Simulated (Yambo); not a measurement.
Yambo input for ScF₃ (space group R-3c, No. 167) (a = b = c = 5.700 Å, α = β = γ = 60.03°), on norm-conserving LDA (Quantum ESPRESSO, 84 Ry, without SOC) wavefunctions on a 4×4×4 mesh:

```
optics
chi
dipoles
kernel
FFTGvecs= 40 Ry
Chimod= "HARTREE"
NGsBlkXd= 3 Ry
% QpntsRXd
 1 | 1 |
%
% BndsRnXd
 3 | 107 |
%
GrFnTpXd= "R"
% EnRngeXd
 0.0 | 20.0 | eV
%
% DmRngeXd
 0.2 | 0.2 | eV
%
CGrdSpXd= 50
ETStpsXd= 161
% LongDrXd
 1.0 | 0.0 | 0.0 |
%
% XfnQP_E
 5.221 | 1.0 | 1.0 |
%
```

First lines of the file o-*.eps_q1_inv_rpa_dyson:

```
Absorption @ Q(1):   1.00000000     0.00000000     0.00000000    [q->0 direction]
#
# [ X ] Hartree size     :   77
# [GEN] GF Energies     : Slater exchange(X)+Perdew & Wang(C)+ user defined corrections @E
# [GEN] Green`s Function     : Retarded
#
# [GEN] Gauge     : Length
# [GEN] [r,Vnl] included     : yes
#
#    E[1] [eV]     Im(eps)     Re(eps)     Im(eps_o)     Re(eps_o)
#
     0.000000     -0.217525E-5     1.866471     0.14810E-18     1.909688
     0.125000     0.154679E-3     1.866520     0.161418E-3     1.909738
     0.250000     0.311675E-3     1.866667     0.322979E-3     1.909889
     0.375000     0.468954E-3     1.866912     0.484830E-3     1.910141
     0.500000     0.626659E-3     1.867256     0.647114E-3     1.910495
     0.625000     0.784933E-3     1.867698     0.809979E-3     1.910950
     0.750000     0.943922E-3     1.868239     0.973573E-3     1.911507
     0.875000     0.001104     1.868880     0.001138     1.912166
     1.000000     0.001265     1.869620     0.001304     1.912928
     1.125000     0.001427     1.870462     0.001470     1.913794
     1.250000     0.001590     1.871405     0.001638     1.914765
     1.375000     0.001755     1.872451     0.001808     1.915841
     1.500000     0.001921     1.873600     0.001979     1.917023
     1.625000     0.002090     1.874854     0.002152     1.918313
     1.750000     0.002260     1.876213     0.002327     1.919712
     1.875000     0.002432     1.877679     0.002504     1.921220
     2.000000     0.002607     1.879254     0.002684     1.922840
     2.125000     0.002784     1.880938     0.002866     1.924573
     2.250000     0.002964     1.882734     0.003051     1.926420
     2.375000     0.003147     1.884644     0.003239     1.928384
     2.500000     0.003333     1.886668     0.003430     1.930466
     2.625000     0.003522     1.888810     0.003625     1.932669
     2.750000     0.003715     1.891071     0.003823     1.934994
     2.875000     0.003912     1.893453     0.004025     1.937444
     3.000000     0.004113     1.895960     0.004231     1.940022
     3.125000     0.004318     1.898593     0.004442     1.942729
     3.250000     0.004528     1.901356     0.004657     1.945570
     3.375000     0.004743     1.904251     0.004878     1.948547
     3.500000     0.004962     1.907282     0.005104     1.951663
     3.625000     0.005188     1.910452     0.005335     1.954921
     3.750000     0.005419     1.913765     0.005572     1.958326
     3.875000     0.005657     1.917224     0.005816     1.961881
     4.000000     0.005901     1.920833     0.006067     1.965591
```
(The file goes on to the top of the energy range.) Convergence of the RPA response with its 4×4×4 mesh was not tested. The scissor comes from a G0W0 run whose convergence isn't established.

Geometry of the Materials Project entry, not relaxed at this level.

The structure is a Materials Project entry; no match was found in the copy of COD used, and its stability was not checked.
